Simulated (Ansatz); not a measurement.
Cells of AlN relaxed with PBEsol (plane waves to 420 eV, PAW, scalar-relativistic; Ansatz, a quantum-chemistry and plane-wave program), each with a space-group label. One label is wrong.

**A**, labelled R3m (No. 160)
```
CELL_PARAMETERS angstrom
      2.83598     0.00000     0.00000
     -1.41799     2.45603     0.00000
      0.00000     0.00000     4.85608
ATOMIC_POSITIONS crystal
  Al 0.00000 0.00000 0.50000
  Al 0.00000 0.00000 0.00000
  N  0.33333 0.66667 0.75000
  N  0.66667 0.33333 0.25000
```

**B**, labelled F-43m (No. 216)
```xyz
2
Lattice="0.0000 2.1888 2.1888 2.1888 0.0000 2.1888 2.1888 2.1888 0.0000" Properties=species:S:1:pos:R:3 pbc="T T T"
N      0.0000     0.0000     0.0000
Al     1.0944     1.0944     1.0944
```

**C**, labelled I4/mcm (No. 140)
```yaml
crystal:
  lattice:
    - [-2.73955, 2.73955, 2.58721]
    - [2.73955, -2.73955, 2.58721]
    - [2.73955, 2.73955, -2.58721]
  atoms:
    - { symbol: N, position: [0.75000, 0.75000, 0.00000] }
    - { symbol: N, position: [0.25000, 0.25000, 0.00000] }
    - { symbol: N, position: [0.25000, 0.75000, 0.50000] }
    - { symbol: N, position: [0.75000, 0.25000, 0.50000] }
    - { symbol: Al, position: [0.17619, 0.67619, 0.85237] }
    - { symbol: Al, position: [0.32381, 0.17619, 0.50000] }
    - { symbol: Al, position: [0.67619, 0.82381, 0.50000] }
    - { symbol: Al, position: [0.82381, 0.32381, 0.14763] }
```

### Question
Which label is wrong, and what should it be (tolerance 0.01 Å)?

### Answer
A: its symmetry is P6₃/mmc (No. 194), hP4, NiAs type; a = b = 2.8360 Å, c = 4.8561 Å, α = β = 90.00°, γ = 120.00°.

Each run could gain symmetry but not lose that of its start, so entries can be saddle points. From databases, or of a type measured for this composition: F-43m, cF8, zinc blende type; the others are generated cells (placed on structure types, drawn at random, substituted or restacked) that were not matched to a known phase here.

No spin polarisation in the result.
